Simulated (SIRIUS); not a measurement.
**Parameter sweep on Au (Cmcm, 2 atoms in the cell; from Materials Project mp-1008634, lattice scaled a little)**

```
CELL_PARAMETERS angstrom
      1.42443    -2.57971     0.00000
      1.42443     2.57971     0.00000
      0.00000     0.00000     4.93868
ATOMIC_POSITIONS crystal
  Au 0.66533 0.33467 0.25000
  Au 0.33467 0.66533 0.75000
```

Base run A: LDA (PW92), PseudoDojo 0.4 standard norm-conserving LDA (tails mended) pseudopotentials in SIRIUS 7.12.0, self-consistent single point.

Its settings: parameters.ngridk = 11 11 6; parameters.xc_functionals = [XC_LDA_X, XC_LDA_C_PW]; parameters.gk_cutoff = 8.718 1/bohr; parameters.pw_cutoff = 17.436 1/bohr; parameters.shiftk = 1 1 1; parameters.smearing = fermi_dirac; parameters.smearing_width = 0.00367493 Ha; potentials = PseudoDojo 0.4 standard norm-conserving LDA (tails mended) pseudopotentials; parameters.electronic_structure_method = pseudopotential; parameters.num_bands = 23; parameters.num_mag_dims = 0; parameters.num_dft_iter = 100; parameters.energy_tol = 1e-07 Ha; parameters.density_tol = 1e-06; mixer.type = anderson; mixer.beta = 0.3; mixer.use_hartree = true.

The structure comes from a collection of computed structures, made at another level of theory; the collection holds predicted forms beside known ones. Its lattice was then scaled.

ΔF is the free energy per atom less that of run A. 

A variant of run A gave: the free energy goes up by 68.6 meV/atom, the pressure goes from -13.18 to -16.94 GPa and the largest force goes from 0.004 to 0.010 eV/Å.

Question: Name the change that produced these shifts.
(A) volume scaled by 0.94
(B) volume scaled by 0.98
(C) volume scaled by 1.06
(D) volume scaled by 1.04

Answer: D, volume scaled by 1.04. That run gave: ΔF (meV/atom) 68.6; pressure (GPa) -16.94; largest force (eV/Å) 0.010.

The base and the other variants:

```json
[
 {"change": "base", "ΔF (meV/atom)": "0.00", "pressure (GPa)": "-13.18", "largest force (eV/Å)": "0.004"},
 {"change": "volume scaled by 0.94", "ΔF (meV/atom)": "-63.2", "pressure (GPa)": "-4.82", "largest force (eV/Å)": "0.010"},
 {"change": "volume scaled by 0.96", "ΔF (meV/atom)": "-48.6", "pressure (GPa)": "-8.04", "largest force (eV/Å)": "0.005"},
 {"change": "volume scaled by 0.98", "ΔF (meV/atom)": "-27.2", "pressure (GPa)": "-10.81", "largest force (eV/Å)": "0.000"},
 {"change": "volume scaled by 0.99", "ΔF (meV/atom)": "-14.3", "pressure (GPa)": "-12.04", "largest force (eV/Å)": "0.002"},
 {"change": "volume scaled by 1.01", "ΔF (meV/atom)": "15.5", "pressure (GPa)": "-14.24", "largest force (eV/Å)": "0.006"},
 {"change": "volume scaled by 1.02", "ΔF (meV/atom)": "32.2", "pressure (GPa)": "-15.21", "largest force (eV/Å)": "0.007"},
 {"change": "volume scaled by 1.06", "ΔF (meV/atom)": "108.7", "pressure (GPa)": "-18.42", "largest force (eV/Å)": "0.013"}
]
```

“Tails mended”: in these copies of the files the far tail of each local potential was reset to the Coulomb form.
